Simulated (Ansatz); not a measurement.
A geometry of Al away from equilibrium: step 2 of the relaxation of a generated cell, Al built in the AFLOW prototype A_oP8_62_2c (A_c). Computed with PBEsol (plane waves to 420 eV, PAW, scalar-relativistic; Ansatz, an electronic-structure program). Γ-centred k-mesh 5×7×7 on the run's cell (coarser than for final values), Fermi–Dirac smearing 0.05 eV. The plane waves were selected for a different cell earlier on the path.

```
Al
1.0
    6.29507     0.00000     0.00000
    0.00000     4.65894     0.00000
    0.00000     0.00000     4.75148
Al
8
Direct
  0.49101   0.25000   0.30936
  0.99101   0.25000   0.19064
  0.50899   0.75000   0.69064
  0.00899   0.75000   0.80936
  0.19142   0.25000   0.68798
  0.69142   0.25000   0.81202
  0.80858   0.75000   0.31202
  0.30858   0.75000   0.18798
```

### Question
What forces act on the atoms (eV/Å)?

### Answer
```csv
atom,Fx,Fy,Fz
Al1,0.53,0.00,-0.17
Al2,0.53,0.00,0.17
Al3,-0.53,0.00,0.17
Al4,-0.53,0.00,-0.17
Al5,0.34,0.00,0.24
Al6,0.34,0.00,-0.24
Al7,-0.34,0.00,-0.24
Al8,-0.34,0.00,0.24
```

The path ends in I4/mmm (No. 139) (AFLOW prototype A_tI2_139_a (A_a)). No spin polarisation in the result.

The run could not lose the symmetry of its start, so the end can be a saddle point.

The end of the path is a generated cell of Al: the first start was made by placing the elements on the sites of a structure type, and the end was not matched to a known phase here, so it may be hypothetical. Known forms of Al include space group No. 225.
